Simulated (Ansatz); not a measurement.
Trial structure of GaSn, not yet relaxed:

```cif
data_structure
_symmetry_space_group_name_H-M 'Fm-3m'
_symmetry_Int_Tables_number 225
_cell_length_a 5.4587
_cell_length_b 5.4587
_cell_length_c 5.4587
_cell_angle_alpha 90.000
_cell_angle_beta 90.000
_cell_angle_gamma 90.000
_cell_volume 162.65
loop_
_atom_site_label
_atom_site_type_symbol
_atom_site_symmetry_multiplicity
_atom_site_Wyckoff_symbol
_atom_site_fract_x
_atom_site_fract_y
_atom_site_fract_z
_atom_site_occupancy
Ga1 Ga 4 b 0.50000 0.00000 0.00000 1
Sn1 Sn 4 a 0.00000 0.00000 0.00000 1
```

All numbers below come from Ansatz, DFT PBE, scalar-relativistic, plane waves, PAW. Cutoff 420 eV; k points 6×6×6 on the computed 2-atom cell (Γ-centred); Gaussian smearing, width 0.10 eV; no spin polarisation.

Energies over the elements count from the elements' standard structures at the same level, with no fitted energy shifts. The references include grey tin.

Question: How far from equilibrium is it?

Answer: The pressure is 14.4 GPa (it wants to expand), the largest force is 0.00 eV/Å (symmetry fixes the atoms), and the energy is +0.23 eV/atom against the elements. The shortest distance is 2.73 Å.

Question: Is it a good guess?

Answer: A fair one: relaxing gains about 0.15 eV/atom (the start's value is from the coarse mesh, so the gain is rough) in 8 ionic steps and ends at +0.08 eV/atom on the finer mesh. The symmetry stays Fm-3m (No. 225). The end has the rock salt type. The volume per atom grows by 20.0 %, from 20.3 to 24.4 Å³. The shortest distance goes from 2.73 Å (Ga–Sn) to 2.90 Å (Ga–Sn). Conventional cell: a = 5.801 Å. Ga has 6 Sn at 2.90 Å; Sn has 6 Ga at 2.90 Å.

The last run used a 16×16×16 mesh for its 2-atom cell and Gaussian smearing of 0.10 eV. The relaxation can't lower the symmetry of the start, and the grade says only how near the guess is to its own end. A structure relaxed within its symmetry needn't be a true minimum.
